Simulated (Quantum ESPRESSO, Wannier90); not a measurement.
Zn2SeS (R3m): Wannier90 run

```yaml
crystal:
  lattice:
    - [-1.95375, 3.38399, 0.00000]
    - [-3.90750, 0.00000, 0.00000]
    - [-1.95375, 1.12800, 6.38365]
  atoms:
    - { symbol: Zn, position: [0.99626, 0.99626, 0.01121] }
    - { symbol: Zn, position: [0.50363, 0.50363, 0.48911] }
    - { symbol: Se, position: [0.37548, 0.37548, 0.87356] }
    - { symbol: S, position: [0.87465, 0.87465, 0.37604] }
```

Structure: Materials Project mp-1215446, symmetrised, not relaxed again. Not found in the COD (Crystallography Open Database) copy used; not checked further. Method: PBEsol plane waves in Quantum ESPRESSO 7.5 (PseudoDojo norm-conserving files, 69 Ry, no spin polarisation, no spin-orbit coupling), Bloch states on a 6×6×6 mesh through Γ, Wannier90 4.0.1. Density: 10×10×10 mesh, cold smearing 0.01 Ry. Spin-orbit coupling, left out, would split the p-like bands by a few tenths of an eV.

Base run: 16 functions from bands 14-15,26-53 of the 53 computed, start hydrogen-like Zn: s;p; Se: s;p; S: s;p, centres 0.05 Å off the atoms, frozen window up to 2.87 eV relative to the valence-band maximum, outer window open. Bands 16–25 (Zn 3d 94 %) lie between the kept ones and are excluded. Rows change the key named; with other orbitals the number of functions and the frozen window follow, as listed; window edges are relative to the valence-band maximum. The misfit compares interpolated bands with pw.x on a high-symmetry path, for states up to 2.4 eV relative to the valence-band maximum. Converged means that the tolerances were met: symmetric starts can stop on a saddle, which shows as a larger Ω_OD at equal Ω_I and can move the misfit too.

Rows with other orbitals or bands describe another subspace, so their Ω_I can't be set against the base's. Runs that didn't settle are not listed.

| setting | orbitals | bands | functions | frozen to (eV) | Ω_I (Å²) | Ω_D (Å²) | Ω_OD (Å²) | rms misfit (meV) | worst (meV) | ended |
|---|---|---|---|---|---|---|---|---|---|---|
| base | Zn sp, Se sp, S sp | 14-15,26-53 | 16 | 2.87 | 25.91 | 0.03 | 3.40 | 5.8 | 45 | converged |
| num_iter = 0 (projection only), orbitals on the atoms | Zn sp, Se sp, S sp | 14-15,26-53 | 16 | 2.87 | 25.93 | 0.03 | 10.29 | 6.3 | 46 | no minimisation |
| start: the same orbitals exactly on the atoms | Zn sp, Se sp, S sp | 14-15,26-53 | 16 | 2.87 | 25.93 | 0.02 | 3.45 | 5.7 | 44 | converged |
| other orbitals: Zn: s;p; Se: p; S: p | Zn sp, Se p, S p | 26-53 | 14 | 2.87 | 26.74 | 0.03 | 3.04 | 8.0 | 55 | converged |
| other orbitals: Zn: s;p;d; Se: s;p; S: s;p | Zn spd, Se sp, S sp | 14-53 | 26 | 2.87 | 21.53 | 0.01 | 3.89 | 2.0 | 14 | converged |
| start: sp3 on every atom | Zn sp, Se sp, S sp | 14-15,26-53 | 16 | 2.87 | 25.93 | 0.02 | 3.45 | 6.1 | 44 | converged |
| start: atomic waves of the pseudopotential files | Zn 4s, Se 4s, Se 4p, S 3s, S 3p | 14-15,26-53 | 10 | 2.87 | 21.89 | 0.07 | 2.10 | 8.2 | 59 | converged |
| atomic waves with projectability windows 0.01 and 0.95 | Zn 4s, Se 4s, Se 4p, S 3s, S 3p | 14-15,26-53 | 10 | 2.87 | 22.50 | 0.06 | 2.14 | 6.3 | 52 | converged |
| start: SCDM erfc, mu = fit minus three sigma, no disentanglement steps | Zn 4s, Se 4s, Se 4p, S 3s, S 3p | 14-15,26-53 | 10 | none | 33.86 | 1.22 | 6.17 | 10 | 54 | converged |
